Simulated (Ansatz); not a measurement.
GdAlCu4: what a change of hamiltonian.hubbard does

Computed with the plane-wave PAW code Ansatz (scalar-relativistic, PAW set soft_2): PBEsol, collinear spin, 420 eV cutoff, k-mesh 8×8×8. These are the settings of the reference run.

Cell:

```yaml
crystal:
  lattice:
    - [2.52831, -4.32938, 0.00000]
    - [2.52831, 4.32938, 0.00000]
    - [0.00000, 0.00000, 4.09862]
  atoms:
    - { symbol: Al, position: [0.00000, 0.00000, 0.50000] }
    - { symbol: Cu, position: [0.16835, 0.83165, 0.00000] }
    - { symbol: Cu, position: [0.83165, 0.16835, 0.00000] }
    - { symbol: Cu, position: [0.00000, 0.50000, 0.50000] }
    - { symbol: Cu, position: [0.50000, 0.00000, 0.50000] }
    - { symbol: Gd, position: [0.50000, 0.50000, 0.00000] }
```

The reference run of this cell is solved again as a single point with these keys changed:

| key | reference run | changed run |
| --- | --- | --- |
| hamiltonian.hubbard | not typed | {sites: [{species: Gd, l: f, u_eff: 4.0}], double_counting: amf} |

Does this change matter?



| quantity | reference run | changed run |
| --- | --- | --- |
| pressure (GPa) | 0.0 | 0.0 |
| largest force (eV/Å) | 0.00 | 0.00 |
| gap on the mesh (eV) | 0.00 | 0.00 |
| moment of the cell (μB) | 7.16 | 5.09 |

The Hamiltonian isn't the same, so energies aren't compared. It took 37 iterations.

Caveats: the reference run: Gd without a U keeps its half-filled shell, but its 4f levels lie too near the Fermi level; the reference run: open f or d shells may hold a state above the lowest; a single point, atoms not relaxed again; a change of U can also leave the f or d shell in another state.
